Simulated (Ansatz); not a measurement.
AlRu (CsCl type), relaxed with r²SCAN (Ansatz, an electronic-structure program, plane waves, PAW): a = 2.9824 Å, b = 2.9824 Å, c = 2.9824 Å, α = 90.00°, β = 90.00°, γ = 90.00°.

```
Property              Value
--------------------  -----
ΔH_f (eV/atom)        -0.71
B₀ by P(V) fit (GPa)    220
```

Question: The same phase is relaxed and computed with PBE in the same code. What are the cell and these values now?

Answer: a = b = c = 3.0040 Å, α = β = γ = 90.00°.

- ΔH_f (eV/atom): -0.64
- B₀ by P(V) fit (GPa): 203

All cells were relaxed under the symmetry of their starts (and spin orders); stability against distortions was not tested throughout. Rows with no word on spin ran without spin polarisation. Scalar-relativistic: spin–orbit coupling is off unless named, which matters more the heavier the elements.

Potentials: the later of the program's two PAW sets.

Ansatz is a plane-wave DFT program.

Formation energies count from the lowest solids of the elements computed at the same level, not from gases.
